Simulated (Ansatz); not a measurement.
A geometry of WC away from equilibrium: step 4 of the relaxation of a generated trial cell of WC in the AFLOW prototype AB_hP12_194_df_ce (B18, as in CuS). Computed with r2SCAN (plane waves to 500 eV, PAW, scalar-relativistic; Ansatz, an electronic-structure program). Γ-centred k-mesh 9×9×2 on the run's cell, Fermi–Dirac smearing 0.05 eV. The plane waves were selected for a different cell earlier on the path.

```yaml
crystal:
  lattice:
    - [3.52047, 0.00000, 0.00000]
    - [-1.76023, 3.04882, 0.00000]
    - [0.00000, 0.00000, 13.59844]
  atoms:
    - { symbol: W, position: [0.33333, 0.66667, 0.75000] }
    - { symbol: W, position: [0.66667, 0.33333, 0.25000] }
    - { symbol: W, position: [0.33333, 0.66667, 0.09135] }
    - { symbol: W, position: [0.66667, 0.33333, 0.59135] }
    - { symbol: W, position: [0.66667, 0.33333, 0.90865] }
    - { symbol: W, position: [0.33333, 0.66667, 0.40865] }
    - { symbol: C, position: [0.33333, 0.66667, 0.25000] }
    - { symbol: C, position: [0.66667, 0.33333, 0.75000] }
    - { symbol: C, position: [0.00000, 0.00000, 0.05829] }
    - { symbol: C, position: [0.00000, 0.00000, 0.55829] }
    - { symbol: C, position: [0.00000, 0.00000, 0.94171] }
    - { symbol: C, position: [0.00000, 0.00000, 0.44171] }
```

Give the Cartesian forces on all atoms (eV/Å).


```tsv
atom	Fx	Fy	Fz
W1	0.00	0.00	0.00
W2	0.00	0.00	0.00
W3	0.00	0.00	-0.38
W4	0.00	0.00	-0.38
W5	0.00	0.00	0.38
W6	0.00	0.00	0.38
C7	0.00	0.00	0.00
C8	0.00	0.00	0.00
C9	0.00	0.00	0.42
C10	0.00	0.00	0.42
C11	0.00	0.00	-0.42
C12	0.00	0.00	-0.42
```

The path ends in P6₃/mmc (No. 194). No spin polarisation in the result.

The run could not lose the symmetry of its start: the end is stationary, and may be a saddle point rather than a minimum.

The end of the path is a generated cell of WC: the first start was made by placing the elements on the sites of a structure type, and the end was not matched to a known phase here, so it may be hypothetical. Known forms of WC include space group No. 187.
